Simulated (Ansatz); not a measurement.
SbPd (CsCl type), relaxed with PBE (Ansatz, a quantum-chemistry and plane-wave program, plane waves, PAW): a = 3.412 Å, b = 3.412 Å, c = 3.412 Å, α = 90.00°, β = 90.00°, γ = 90.00°.

- ΔH_f (eV/atom) = -0.25
- B₀ by P(V) fit (GPa) = 108

### Question
The same phase is relaxed and computed with r²SCAN in the same code. What are the cell and these values now?

### Answer
a = 3.391 Å, b = 3.391 Å, c = 3.391 Å, α = 90.00°, β = 90.00°, γ = 90.00°.

- ΔH_f (eV/atom): -0.19
- B₀ by P(V) fit (GPa): 115

Constructed cells (a structure type filled with these elements, in neither database checked): SbPd, CsCl type. All cells were relaxed under the symmetry of their starts (and spin orders); stability against distortions was not tested throughout. Rows with no word on spin ran without spin polarisation. Spin–orbit coupling is left out wherever it is not named.

Potentials: the earlier of the program's two PAW sets.

Ansatz is a plane-wave DFT program.

Formation energies count from the lowest solids of the elements computed at the same level, not from gases.
